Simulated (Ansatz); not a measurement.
Consider the following.

W3N:
```cif
data_N2W6
_chemical_formula_sum 'W6 N2'
_space_group_name_H-M_alt 'Pm-3n'
_space_group_IT_number 223
_space_group_name_Hall '-P 4n 2 3'
_cell_length_a 4.83789
_cell_length_b 4.83789
_cell_length_c 4.83789
_cell_angle_alpha 90.000
_cell_angle_beta 90.000
_cell_angle_gamma 90.000
loop_
_atom_site_label
_atom_site_type_symbol
_atom_site_symmetry_multiplicity
_atom_site_Wyckoff_symbol
_atom_site_fract_x
_atom_site_fract_y
_atom_site_fract_z
_atom_site_occupancy
W1 W 6 c 0.00000 0.50000 0.25000 1
N1 N 2 a 0.00000 0.00000 0.00000 1
```

This is the PBE-relaxed structure.

### Question
All from the program Ansatz at the PBE level (PAW), unless another level is named. Predict the electronic character.

### Answer
metallic (no gap).

### Question
And the formation energy from the elements (no fitted shifts)?

### Answer
1.29 eV/atom.

### Question
Next, the density of states at the Fermi level?

### Answer
0.79 states/eV per atom (mean over ±0.08 eV).

### Question
Predict the gap with spin–orbit coupling.

### Answer
none (metallic).

The start of the workflow was typed in or built on a structure type; neither database checked (COD, Materials Project) lists it. Whether it is the stable phase at ambient conditions was not checked. The cell was relaxed with PBE under the symmetry of its start; whether a distortion lowers the energy is not shown. The workflow began spin-polarised and lost its moments. Its formation energy is positive at this level, so the cell may be metastable or incomplete. The references are the lowest solids computed at this level, not always the standard phases (solids in place of the gases). Scalar-relativistic: spin–orbit coupling is off unless named, which matters more the heavier the elements.

Potentials: the earlier of the program's two PAW sets.
